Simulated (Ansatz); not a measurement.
## Structure relaxation, In$_{2}$Ag

The start is a generated cell, In2Ag placed in the AFLOW prototype AB2_tI6_139_a_e (C11_b, as in Si2Mo). The structure is fully relaxed (lattice and positions, P = 0) with PBEsol (plane waves to 420 eV, PAW, scalar-relativistic; Ansatz, a quantum-chemistry and plane-wave program). First-step values are on the input's coarse k-mesh.

Ansatz input (later rounds restart from its end on a renewed k-mesh):
Ansatz 0.2 input:
```yaml
crystal:
  lattice:
    - [-1.9464222, 1.9464222, 4.7639509]
    - [1.9464222, -1.9464222, 4.7639509]
    - [1.9464222, 1.9464222, -4.7639509]
  atoms:
    - { symbol: Ag, position: [0, 0, 0] }
    - { symbol: In, position: [0.3353, 0.3353, 0] }
    - { symbol: In, position: [0.6647, 0.6647, 0] }
basis: { ecutwfc: 420, ecutrho_ratio: 4, xc_grid: 2, fft_grid_basis: typed }
kpoints: { mp_grid: { grid: [12, 12, 12] } }
hamiltonian:
  xc: pbesol
  dispersion: none
  pseudopotentials: { kind: paw }
scf: { occupations: { method: fermi_dirac, width: 0.05 } }
relax: { f_tol: 0.01, max_steps: 100, cell: { stress_tol: 0.02 } }
output: { forces: true, stress: true }
```

| Property | Value |
|---|---|
| Largest initial force | 0.20 eV/Å, on In2, In3 (atoms numbered as listed) |
| Outcome | The space group stays I4/mmm (No. 139) (the run could not lower it), with 3 atoms in the primitive cell |
| Volume change | -8.8 %, from 24.06 to 21.96 Å³/atom |
| Shortest distances (start → end) | The closest pairs of elements (up to four, under 3.6 Å), start → end: Ag–In 3.17 → 2.83 Å; In–In 3.14 → 2.84 Å |
| Band gap at the end | no gap (metallic) |
| Optimiser moves | 14 |

Relaxed structure:

```cif
data_Ag2In4
_chemical_formula_sum 'Ag2 In4'
_space_group_name_H-M_alt 'I4/mmm'
_space_group_IT_number 139
_space_group_name_Hall '-I 4 2'
_cell_length_a 3.93503
_cell_length_b 3.93503
_cell_length_c 8.50740
_cell_angle_alpha 90.000
_cell_angle_beta 90.000
_cell_angle_gamma 90.000
loop_
_atom_site_label
_atom_site_type_symbol
_atom_site_symmetry_multiplicity
_atom_site_Wyckoff_symbol
_atom_site_fract_x
_atom_site_fract_y
_atom_site_fract_z
_atom_site_occupancy
Ag1 Ag 2 a 0.00000 0.00000 0.00000 1
In1 In 4 e 0.00000 0.00000 0.33279 1
```
(The calculation used a cell of 3 atoms; values per cell refer to that cell.)

Final values are on a 17×17×17 k-mesh of the relaxed cell. No spin polarisation in the result.

The run could not lose the symmetry of its start, so the end can be a saddle point.

The relaxed structure here is a generated cell of In2Ag: the first start was made by placing the elements on the sites of a structure type, and the end was not matched to a known phase here, so it may be hypothetical.
